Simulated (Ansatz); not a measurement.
SrTiS₂:
```xyz
4
Lattice="3.7275 0.0000 0.0000 -1.8638 3.2281 0.0000 0.0000 0.0000 6.7653" Properties=species:S:1:pos:R:3 pbc="T T T"
S      1.8638     1.0760     5.3703
Ti     0.0000     0.0000     0.0000
S      0.0000     2.1521     1.3950
Sr     0.0000     0.0000     3.3826
```

Relaxed with r²SCAN+D4. Special points in fractions of this cell's reciprocal vectors: Γ (0.000, 0.000, 0.000); M (0.500, 0.000, 0.000); K (0.333, 0.333, 0.000); A (0.000, 0.000, 0.500); L (0.500, 0.000, 0.500); H (0.333, 0.333, 0.500).

Q: List the band energies nearest the Fermi level at these points for DFT-r²SCAN+D4 in the program Ansatz with PAW potentials.

A: In eV from the Fermi level; about four levels below and three above (degenerate sets whole), none deeper than 8.9 eV; points with the same levels are listed once.

```json
[
 {"k": "Γ", "below": "-2.75 -2.75 -1.08 -0.15 -0.15", "above": "1.10 1.10 1.89"},
 {"k": "M", "below": "-4.56 -4.26 -3.88 -1.17", "above": "0.57 0.70 0.89"},
 {"k": "K", "below": "-5.99 -5.99 -4.54 -4.54 -4.22", "above": "0.11 0.57 0.57"},
 {"k": "A", "below": "-3.17 -3.17 -0.03 -0.03", "above": "0.12 1.10 1.99 1.99"},
 {"k": "L", "below": "-4.35 -4.27 -4.22 -0.57", "above": "0.32 0.73 0.91"},
 {"k": "H", "below": "-5.51 -4.93 -4.76 -4.76", "above": "0.31 0.53 0.53"}
]
```

Space group P-3m1. A made-up cell: these elements were put on the sites of a structure type; neither database checked (COD, Materials Project) lists it. Whether it is the stable phase at ambient conditions was not checked. The r²SCAN+D4 relaxation kept the symmetry of its start; its stability against distortions is not shown here. The run is not spin-polarised. Spin–orbit coupling is left out wherever it is not named.

Potentials: the later of the program's two PAW sets.
